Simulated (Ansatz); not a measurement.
Data:

Ga2Cu:
```xyz
3
Lattice="2.8160 0.0000 0.0000 0.0000 2.8160 0.0000 0.0000 0.0000 5.7351" Properties=species:S:1:pos:R:3 pbc="T T T"
Ga     1.4080     1.4080     1.6254
Ga     1.4080     1.4080     4.1097
Cu     0.0000     0.0000     0.0000
```

This is the r²SCAN-relaxed structure.

Q: All from the program Ansatz at the r²SCAN level (PAW), unless another level is named. Estimate the formation energy from the elements (no fitted shifts).

A: -0.077 eV/atom.

Q: Give the density of states at the Fermi level.

A: 0.24 states/eV per atom (mean over ±0.08 eV).

Space group P4/mmm. The first step of the workflow began from a Materials Project structure, measured or hypothetical; the Crystallography Open Database files this formula in space group No. 123, but the cells were not matched. Its standing as an ambient phase is unchecked. The r²SCAN relaxation kept the symmetry of its start; whether a distortion lowers the energy is not shown. No spin polarisation was allowed. The references are the lowest solids computed at this level, not always the standard phases. Scalar-relativistic: spin–orbit coupling is off unless named, which matters more the heavier the elements.

Potentials: the later of the program's two PAW sets.
